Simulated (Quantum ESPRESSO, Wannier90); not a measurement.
**Tight-binding from DFT: TaN (P-6m2)**

```xyz
2
Lattice="2.9399 0.0000 0.0000 -1.4700 2.5461 0.0000 0.0000 0.0000 2.8902" Properties=species:S:1:pos:R:3 pbc="T T T"
Ta     0.0000     0.0000     1.4451
N     -1.4700     0.8487     0.0000
```

Materials Project entry mp-1459; symmetrised, unrelaxed at this level. COD (Crystallography Open Database) has the formula in 5 space groups, this one among them (matched by group alone). Level: PBEsol, spinors with spin-orbit coupling; pw.x of Quantum ESPRESSO at 68 Ry with PseudoDojo potentials, 12×12×6 k-points, Wannier90. Density: 12×12×10 mesh, cold smearing 0.01 Ry.

Energies are relative to the Fermi level.

**Bands.** No gap over 0.05 eV opens at the Fermi level at this level of theory. 4 filled groups are cut off by gaps; the highest, bands 9–10, spans -17.83 to -14.95 eV and is N 2s 68 %, Ta 5d 18 %, Ta 6s 10 %.

**Model.** 16 functions (Ta d, N p) from bands 11-44, frozen to 1.50 eV, reach Ω_I = 18.76 Å² and follow pw.x to 4.3 meV rms (states up to 1.0 eV relative to the Fermi level).

**No window.** Without a frozen window Ω_I drops to 13.54 Å² while the misfit grows to 2820 meV: a small spread is no proof of good bands.

**Outer window.** The setting "outer window to 9.55 eV" raises Ω_I to 21.88 Å², as fewer states are left to mix in, and the misfit goes to 1.7 meV.

**Stops.** With the frozen window to 5.50 eV the program stops (More states in the frozen window than target WFs). With the outer window to 6.55 eV the program stops (Energy window contains fewer states than number of target WFs).
